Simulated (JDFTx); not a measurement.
Reference run:

Pt(111) slab cut from bulk Pt (space group Fm-3m, indices of the conventional cell, lattice of the Materials Project entry mp-126, not re-optimised): 4 atoms in 4 planes, a 1x1 cell of 6.73 Å² (|a| = 2.788, |b| = 2.788 Å), 6.8 Å between the outermost planes, cell height 22.8 Å, 8×8×1 k mesh, Fermi smearing 0.01 Ha, no spin polarisation.

The reference is PBE, GBRV ultrasoft potentials, plane waves to 20/100 Ha; code: a modified build of JDFTx. Unrelaxed; liquid: linear PCM (GLSSA13), water, 1 M NaF. The electron chemical potential μ is absolute (zero in the bulk liquid) and is turned into a potential by U = −μ/e − 4.44 V vs SHE, a convention.

```json
[
 {"slab thickness": "2 atoms, 2.3 Å", "work function (eV)": "5.60", "U_pzc (V)": "0.95", "mean C below U_pzc (μF/cm²)": "13 over 0.5 V", "k states × plane waves": "10 × 3551", "cycles, vacuum run": "17", "rough core time, vacuum run": "70 s"},
 {"slab thickness": "3 atoms, 4.6 Å", "work function (eV)": "5.61", "U_pzc (V)": "0.96", "mean C below U_pzc (μF/cm²)": "13 over 0.5 V", "k states × plane waves": "10 × 3995", "cycles, vacuum run": "19", "rough core time, vacuum run": "2 min"},
 {"slab thickness": "4 atoms, 6.8 Å", "work function (eV)": "5.61", "U_pzc (V)": "0.95", "mean C below U_pzc (μF/cm²)": "13 over 0.5 V", "k states × plane waves": "10 × 4427", "cycles, vacuum run": "18", "rough core time, vacuum run": "3 min"},
 {"slab thickness": "5 atoms, 9.1 Å", "work function (eV)": "5.61", "U_pzc (V)": "0.96", "mean C below U_pzc (μF/cm²)": "13 over 0.5 V", "k states × plane waves": "10 × 4872", "cycles, vacuum run": "21", "rough core time, vacuum run": "5 min"},
 {"slab thickness": "6 atoms, 11.4 Å", "work function (eV)": "5.61", "U_pzc (V)": "0.96", "mean C below U_pzc (μF/cm²)": "13 over 0.5 V", "k states × plane waves": "10 × 5319", "cycles, vacuum run": "21", "rough core time, vacuum run": "6 min"}
]
```

The work function stays within 0.01 eV over all these settings; capacitances repeat to about ±0.2 μF/cm². The times are rough (shared hosts); only ratios past two mean anything.
